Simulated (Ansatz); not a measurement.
GeMo₂C in space group P6_3/mmc (No. 194; Ge on 2d, Mo on 4f, C on 2a) at seven volumes, DFT-r²SCAN in the program Ansatz with PAW potentials, shape and atoms relaxed at each. One row is withheld.

| V (Å³/atom) | P (GPa) |
|---|---|
| 12.085 | 25.97 |
| 12.483 | 15.97 |
| 12.882 | 7.36 |
| 13.280 | 0.00 |
| 13.679 | -6.23 |
| 14.077 | ? |
| 14.475 | -15.75 |

Q: Fit the shown pressures and predict the withheld one.

A: P = (3/2)B₀(x^(7/2) − x^(5/2))[1 + (3/4)(B′ − 4)(x − 1)] with x = (V₀/V)^(2/3). Least squares on the six rows gives V₀ = 13.282 Å³/atom, B₀ = 223 GPa, B′ = 4.49. At V = 14.077, x = 0.9620 and P = -11.38 GPa. The run itself gave -11.42 GPa.

The start of the workflow was typed in or built on a structure type; neither database checked (COD, Materials Project) lists it. Its standing as an ambient phase is unchecked. Symmetry was held in the r²SCAN relaxation; whether a distortion lowers the energy is not shown. The run is not spin-polarised.

Potentials: the earlier of the program's two PAW sets.
